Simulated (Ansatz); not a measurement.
The start is a randomly generated symmetric cell of Hf (space group No. 23). Cell shape, volume and atoms are optimised at zero target pressure with PBEsol (plane waves to 420 eV, PAW, scalar-relativistic; Ansatz, a first-principles code). The first steps use a coarse 10×10×10 k-mesh.

The start:
```
CELL_PARAMETERS angstrom
     -1.91489     3.28986     4.13810
      1.91489    -3.28986     4.13810
      1.91489     3.28986    -4.13810
ATOMIC_POSITIONS crystal
  Hf 0.56546 0.28174 0.16120
  Hf 0.43454 0.59574 0.71627
  Hf 0.87947 0.71826 0.28373
  Hf 0.12053 0.40426 0.83880
```

**Question.** Does the structure survive the relaxation? Give the final space group.

**Answer.** The space group goes from I222 (No. 23) to Fm-3m (No. 225); the end is fcc (Cu type), with 1 atom in the primitive cell.

**Question.** How much energy is released per atom?

**Answer.** About 2.2 eV/atom.

**Question.** How does the volume change?

**Answer.** -17.3 %, from 26.07 to 21.56 Å³/atom.

**Question.** What band gap does the relaxed structure have at this level?

**Answer.** No gap (metallic).

**Question.** What does it relax into? Give the structure.

**Answer.** 
```cif
data_Hf4
_chemical_formula_sum 'Hf4'
_space_group_name_H-M_alt 'Fm-3m'
_space_group_IT_number 225
_space_group_name_Hall '-F 4 2 3'
_cell_length_a 4.41844
_cell_length_b 4.41844
_cell_length_c 4.41844
_cell_angle_alpha 90.000
_cell_angle_beta 90.000
_cell_angle_gamma 90.000
loop_
_atom_site_label
_atom_site_type_symbol
_atom_site_symmetry_multiplicity
_atom_site_Wyckoff_symbol
_atom_site_fract_x
_atom_site_fract_y
_atom_site_fract_z
_atom_site_occupancy
Hf1 Hf 4 b 0.50000 0.50000 0.50000 1
```
(The calculation used a cell of 1 atom; values per cell refer to that cell.)

Final values are on a 18×18×18 k-mesh of the relaxed cell. The start holds a very short contact (Hf–Hf 2.48 Å). No spin polarisation in the result.

The run could not lose the symmetry of its start; a randomly shaken copy of 2 atoms returns to this structure.

The relaxed structure here is a generated cell of Hf: the first start was made by a random draw of sites in a space group, and the end was not matched to a known phase here, so it may be hypothetical. Known forms of Hf include space group No. 194.
